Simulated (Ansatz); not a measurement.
CoPtW in space group P3m1 (No. 156; Co on 1a, Pt on 1b, W on 1c), PBE in the plane-wave PAW code Ansatz, all energies at zero smearing, with the estimated change up to a 700 eV cutoff added, with one set of potentials and settings (totals compare only within such a set). Cell of 3 atoms (1 Co, 1 Pt, 1 W): -28033.775 eV.

```json
[
 {"element": "Co", "reference phase": "P6_3/mmc, 2 atoms in the cell, spin-polarised", "E (eV/atom)": "-5126.1559"},
 {"element": "Pt", "reference phase": "Fm-3m, 1 atoms in the cell", "E (eV/atom)": "-12523.0127"},
 {"element": "W", "reference phase": "Im-3m, 1 atoms in the cell", "E (eV/atom)": "-10384.8193"}
]
```

Formation energy per atom, worked out: (-28033.775 − 1×(-5126.1559) − 1×(-12523.0127) − 1×(-10384.8193))/3 = 0.071 eV/atom (7 kJ per mol of atoms), at 0 K, without zero-point energy or fitted corrections.

The start of the workflow was typed in or built on a structure type; neither database checked (COD, Materials Project) lists it. Whether it is the stable phase at ambient conditions was not checked. The PBE relaxation kept the symmetry of its start; whether a distortion lowers the energy is not shown. Spin order of the final state: ferromagnetic, the only order run, not a proven ground state. The references are the lowest solids computed at this level, not always the standard phases. Spin–orbit coupling is left out wherever it is not named.

Potentials: the later of the program's two PAW sets.
